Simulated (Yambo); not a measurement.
SrTiO₃ (cubic perovskite, space group Pm-3m, No. 221), G0W0@LDA in Yambo (4×4×4 mesh, plasmon pole; 8 Ry block, no terminator). The number N of bands in W and G is varied.

```csv
N,x = 1/N,gap R → Γ (eV),shift of the valence edge (eV)
47,0.02128,3.708,0.249
67,0.01493,3.645,0.096
92,0.01087,3.624,-0.052
118,0.00847,?,?
```

Problem. Basis-set arguments suggest E = E∞ + A x. Fix A and E∞ from the two rows above the withheld one, predict the row at 118 bands, and test the form.

Solution. Gap: A = (3.624 − (3.645))/(0.01087 − 0.01493) = 5.17, E∞ = 3.568 eV, so 3.612 eV is predicted; the run gave 3.594 eV (miss 18 meV). The first two rows have slope 9.92, so the form doesn't hold yet over the whole range. Shift: A = (-0.052 − (0.096))/(0.01087 − 0.01493) = 36.5, E∞ = -0.448 eV, so -0.139 eV is predicted; the run gave -0.147 eV (miss 8 meV). The first two rows have slope 24.1, so the form doesn't hold yet over the whole range. The other settings are held fixed.

Geometry of the Materials Project entry, not relaxed at this level; primitive cell a = 3.9127 Å, b = 3.9127 Å, c = 3.9127 Å, α = 90.00°, β = 90.00°, γ = 90.00°.

A shift is the quasiparticle energy of the state minus its LDA energy.
